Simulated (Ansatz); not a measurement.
Au (fcc, Cu type)

```yaml
crystal:
  lattice:
    - [4.15726, 0.00000, 0.00000]
    - [0.00000, 4.15726, 0.00000]
    - [0.00000, 0.00000, 4.15726]
  atoms:
    - { symbol: Au, position: [0.00000, 0.00000, 0.00000] }
    - { symbol: Au, position: [0.50000, 0.50000, 0.00000] }
    - { symbol: Au, position: [0.50000, 0.00000, 0.50000] }
    - { symbol: Au, position: [0.00000, 0.50000, 0.50000] }
```

In this cell atom 3 (Au, nearest neighbour Au at 2.940 Å; its periodic images, 4.2 Å or more away, move with it) is moved by s along Cartesian x, unit vector (1.000, 0.000, 0.000); all other atoms and the cell stay fixed.

Computed with PBE (plane waves to 420 eV, PAW, scalar-relativistic; Ansatz, a program for electronic structure). k mesh 9×9×9 (Γ-centred), Fermi-Dirac smearing 0.05 eV. With partly filled bands, energies and forces of such displacements shift with the k mesh and the smearing. F∥ is the force on the atom along that direction. Au was relaxed with its symmetry unable to fall. Spin-orbit coupling is left out, though Au is heavy. The PAW data are Ansatz's earlier set. 

```tsv
s (Å)	F∥ (eV/Å)
-0.290	1.737
-0.232	1.338
-0.174	0.972
-0.116	0.633
-0.058	0.312
0.000	0.000
0.058	-0.312
0.116	-0.633
0.174	-0.972
0.232	-1.338
0.290	-1.737
```

Question: What is the force constant k = d²E/ds² of this move at s = 0?

Answer: 5.35 eV/Å². The forces along the line at the two nearest points give (0.312 − (-0.312)) / (2·0.058) = 5.38 eV/Å²; the next pair corrects for the finite step.

(For displaced atoms, the force is minus the slope of the energy, and its curvature is a force constant, which sets phonon frequencies.)
